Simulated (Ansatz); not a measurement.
Values for one crystal, relaxed and computed with the program Ansatz at the PBE+D3(BJ) level (PAW); other levels are named.

| Property | Result |
|---|---|
| Volume per atom | 16.50 Å³ |
| Electronic character | metallic (no gap) |
| Mechanical stability | stable (all eigenvalues of C positive) |
| Hill bulk and shear moduli | 121 and 40.9 GPa |
| Density of states at the Fermi level | 0.86 states/eV per atom (mean over ±0.08 eV) |
| Bulk modulus (Birch–Murnaghan fit) | 121 GPa |
| Pressure derivative B′ | 3.5 |

### Question
Pick the material that matches.
(A) Ti, hcp (Mg type)
(B) Mg, hcp (Mg type)
(C) Sn, β-Sn type
(D) Ru, hcp (Mg type)

### Answer
A, Ti, hcp (Mg type)

Space group P6_3/mmc (hcp (Mg type)). Symmetry was held in the PBE+D3(BJ) relaxation. The run is not spin-polarised. The pairwise dispersion correction was not fitted to metals. As this level gives no gap, shear constants depend on the k-mesh and smearing (Fermi–Dirac, 0.1 eV here). On the denser mesh and wider smearing of the elastic run this cell carries a stress of 0.3 GPa.

Potentials: the later of the program's two PAW sets.
